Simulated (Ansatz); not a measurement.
K2IBr, ordered on the rocksalt lattice (R-3m) with 4 atoms a cell, relaxed with r2SCAN. The symmetry is R-3m (No. 166, trigonal); conventional cell a = 4.837 Å, c = 23.760 Å, 40.11 Å³ an atom. Around Br lie 6 K at 3.34 Å; around I lie 6 K at 3.51 Å; around K lie 3 Br at 3.34 Å and 3 I at 3.51 Å.

```cif
data_structure
_symmetry_space_group_name_H-M 'R-3m:H'
_symmetry_Int_Tables_number 166
_cell_length_a 4.8365
_cell_length_b 4.8365
_cell_length_c 23.7597
_cell_angle_alpha 90.000
_cell_angle_beta 90.000
_cell_angle_gamma 120.000
_cell_volume 481.33
loop_
_atom_site_label
_atom_site_type_symbol
_atom_site_symmetry_multiplicity
_atom_site_Wyckoff_symbol
_atom_site_fract_x
_atom_site_fract_y
_atom_site_fract_z
_atom_site_occupancy
Br1 Br 3 a 0.00000 0.00000 0.00000 1
I1 I 3 b 0.66667 0.33333 0.83333 1
K1 K 6 c 0.33333 0.66667 0.92256 1
```

4 runs of Ansatz 0.2.0 on this cell differ in the functional (and in the settings that go with it). Levels are in eV from each run's valence top; v1 is the last filled band, c1 the first empty one.

Run A, mean stress +0.3 GPa (compression positive):
```
point     v2     v1    c1    c2
    Γ   0.00   0.00  5.54  7.41
    T  -0.04  -0.04  6.66  6.93
   H₂  -0.76  -0.53  7.80  7.94
    L  -0.61  -0.29  7.51  7.67
   S₀  -0.77  -0.54  7.81  8.08
    F  -0.50  -0.28  6.81  7.38
```

Run B, mean stress +0.3 GPa (compression positive):
```
point     v2     v1    c1    c2
    Γ   0.00   0.00  4.85  6.70
    T  -0.03  -0.03  5.94  6.22
   H₂  -0.73  -0.52  7.08  7.21
    L  -0.60  -0.28  6.79  6.95
   S₀  -0.75  -0.53  7.09  7.36
    F  -0.49  -0.28  6.10  6.67
```

Run C, mean stress 0.0 GPa (compression positive):
```
point     v2     v1    c1    c2
    Γ   0.00   0.00  4.44  6.22
    T  -0.04  -0.04  5.47  5.83
   H₂  -0.70  -0.50  6.50  6.68
    L  -0.58  -0.26  6.26  6.37
   S₀  -0.70  -0.51  6.52  6.83
    F  -0.47  -0.26  5.52  6.17
```

Run D, mean stress +0.6 GPa (compression positive):
```
point     v2     v1    c1    c2
    Γ   0.00   0.00  3.84  5.71
    T  -0.04  -0.04  4.92  5.20
   H₂  -0.69  -0.49  6.03  6.16
    L  -0.57  -0.26  5.77  5.88
   S₀  -0.69  -0.50  6.04  6.31
    F  -0.46  -0.26  5.08  5.67
```

**Question.** Match the runs to PBE, r2SCAN, HSE06, PBE0.

**Answer.** A is PBE0, B is HSE06, C is r2SCAN, D is PBE. In order of the gap: PBE 3.84, r2SCAN 4.44, HSE06 4.85, PBE0 5.54 eV. The stress vanishes for r2SCAN, which relaxed the cell.

No spin polarisation and no zero-point or thermal motion; the cell was built from a prototype and may be hypothetical.

No spin-orbit coupling is included; it can move band edges with weight on the heavy atoms by tenths of an eV.

The stress of a hybrid is loosely converged in these runs.
